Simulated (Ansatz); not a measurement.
An input for the plane-wave PAW code Ansatz:

```yaml
crystal:
  lattice:
    - [3.7080948534, 0.0, 0.0]
    - [0.0, 3.7080948534, 0.0]
    - [0.0, 0.0, 3.7080948534]
  atoms:
    - { symbol: Tb, position: [0.0, 0.0, 0.0], spin: 6.49 }
    - { symbol: Cd, position: [0.5, 0.5, 0.5] }
basis:
  ecutwfc: 420
  ecutrho_ratio: 4
kpoints:
  mp_grid: { grid: [8, 8, 8] }
  band_path:
    path:
      - [[0.0, 0.0, 0.0], [0.0, 0.5, 0.0], [0.5, 0.5, 0.0], [0.0, 0.0, 0.0], [0.5, 0.5, 0.5], [0.0, 0.5, 0.0]]
      - [[0.5, 0.5, 0.5], [0.5, 0.5, 0.0]]
    npoints: 14
hamiltonian:
  xc: pbesol
scf:
  occupations: { method: gaussian, width: 0.05 }
  lower_state_search: "off"
  n_extra_bands: 18
output:
  forces: true
  stress: true
  eigenvalues: true
  populations: true
  hubbard: { sites: [{ species: Tb, l: f }] }
  dos: { projected: true, de: 0.02 }
  bader: false
magnetization:
  spin_polarized: true
checkpoint:
  read: start.run
```

The folder start.run holds the converged state of an earlier run on the same cell; the run starts from that state's density and uses only the symmetry operations that the state has.

The start was a prototype's sites filled with these elements; the Crystallography Open Database holds the compound in this structure.

Task: Predict the main results.

Result: Pressure 0.0 GPa, gap on the mesh zero (metallic), site spin moments Tb 5.90 μB (PBEsol, scalar-relativistic).

What the program printed, in part:

```
checkpoint.read: the saved state is not known to keep all of this run's symmetry; the run is made under 24 of its 48 symmetry operations, on 45 k-points of its mesh in the place of 35
Tb: projections on atomic orbitals take those of the free atom [Kr 4d10] 4f9 5s2 5p6 5d0 6s2, of charge +0.00 (hamiltonian.pseudopotentials.projection_atoms); the dataset's partial waves leave at most 4.5e-4 of an orbital's norm unspanned inside its sphere
scf.n_extra_bands = 18 over 20 filled bands (N_el = 39.0): the run solves 38 bands
Pseudopotentials: kind: paw
Pseudopotential: Tb, paw, valence charge 19, recommended cutoff 420 eV (normal), Tb.paw.azcp
Pseudopotential: Cd, paw, valence charge 20, recommended cutoff 420 eV (normal), Cd.paw.azcp
Crystal: 2 atoms, lattice volume = 50.986 Å³
Basis set: ecut = 420 eV, 1021 PW (Γ), exchange–correlation on 50×50×50 points (8 copies of the dense FFT grid, shifted against one another)
Bands: 38, of which v1, the nominal top of the filled ones, is band 20 counted from 1 (19 counted from 0)
Symmetry: 24 space group operations
k-points: 45 of 512
Initial density: read from a saved state, or passed on in memory by an earlier SCF of this step, an earlier step, the calling program or the single point that the run made first
Starting moments: Σ|m| = 6.49 μB on 1 of 2 sites; this step starts from the density that it was given
Initial wavefunctions: pseudopotential atomic-orbital guess
Functional: x = pbesol(κ = 0.804, μ = 0.12346), c = pbesol(β = 0.046)
iter 1 solved again at ethr=1.99e-8 eV; its pass at ethr=3.10e-3 eV (dr2=7.78e-6 eV) is discarded
```

SCF trace (energy estimate counted from the last row):
| iteration | ΔE (eV) | density residual (eV) | M (μB) |
| --- | --- | --- | --- |
| 1 | 0.000 | 1.82e-8 | 6.112 |
| 2 | 0.000 | 4.42e-7 | 6.111 |
| 3 | 0.000 | 8.67e-10 | 6.112 |

```
SCF 1 converged in 3 iterations: F = -18021.806305 eV  dr2 = 8.67e-10
NSCF: frozen V_eff on 86 k-points
SCF converged after 3 iterations
Magnetization: 6.1117 μB (22.5558 up, 16.4442 down)
Absolute magnetization: 6.1158 μB (∫|ρ↑−ρ↓|, with the PAW one-centre terms)
Per-site moments (μB) at R_I (Å): [(5.90421, 1.32466), (0.02092, 1.32466)]
Free energy (F): -18021.806305 eV
E sigma→0 (E₀):  -18021.797074 eV
Entropy (-TS):   -0.018463 eV (-9.231 meV/atom)
Fermi energy:    13.895569 eV
--- Forces (eV/Å), atoms counted from 1 ---
  atom   1  Tb     0.00000000     0.00000000     0.00000000
  atom   2  Cd     0.00000000     0.00000000     0.00000000
--- Stress (GPa, compression-positive) ---
       -0.009716       0.000000       0.000000
        0.000000      -0.009716       0.000000
        0.000000       0.000000      -0.009716
  P = ⅓ Tr σ = -0.0097 GPa (-0.097 kbar)
--- Löwdin populations: 2 sites ---
  site symbol       q [e]    m [muB]
     0     Tb     19.8607     6.0613
     1     Cd     18.8325    -0.0100
--- Occupation matrices: 1 shell (Löwdin-built; ε = 2.00e-2, provisional) ---
  Tb0 f_4F up     Tr n = 6.9793  λ = 0.997 0.997 0.997 0.997 0.997 0.997 0.997
  Tb0 f_4F dn     Tr n = 1.3272  λ = 0.016 0.016 0.016 0.017 0.420 0.420 0.420
```

It took about 30 core-seconds on a shared host.

Without a U the open 4f shell is pinned at the Fermi level, an artefact: in the real crystal it splits into occupied and empty levels away from it, and its large orbital moment is missing here. No spin–orbit coupling, a notable omission for heavy elements. The run wasn't fully tested for a lower electronic state. Site moments are of spin, integrated over atomic spheres. Only parallel moments were tried, so the real magnetic order may be another.

The state of the open shells isn't shown to be the lowest, and forces and pressures are less sure for it.
